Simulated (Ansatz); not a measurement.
Given:

HfC (zinc blende, F-43m), a = 4.996 Å, b = 4.996 Å, c = 4.996 Å, α = 90.00°, β = 90.00°, γ = 90.00°; the cell used has 2 atoms.

This is the PBEsol-relaxed structure.

Task: All from the program Ansatz at the PBEsol level (PAW), unless another level is named. Predict the electron effective mass.

Result: 0.40, 0.40, 3.1 mₑ (principal values).

Task: What about the HSE06 gap on the PBEsol cell?

Result: 0.93 eV.

Task: Predict the band gap.

Result: 0.19 eV (direct).

Task: Give the hole effective mass.

Result: 0.70, 0.70, 9.8 mₑ (principal values).

Task: Give the valence-band maximum.

Result: at W.

The start of the workflow was typed in or built on a structure type; neither database checked (COD, Materials Project) lists it. It is not the phase usual at ambient conditions (space group No. 225). The cell was relaxed with PBEsol under the symmetry of its start; its stability against distortions is not shown here. The run is not spin-polarised. Scalar-relativistic: spin–orbit coupling is off unless named, which matters more the heavier the elements.

Potentials: the earlier of the program's two PAW sets. The files were generated under PBE; for other functionals the program regenerates the frozen cores, and for LDA and PBEsol the local potential too.
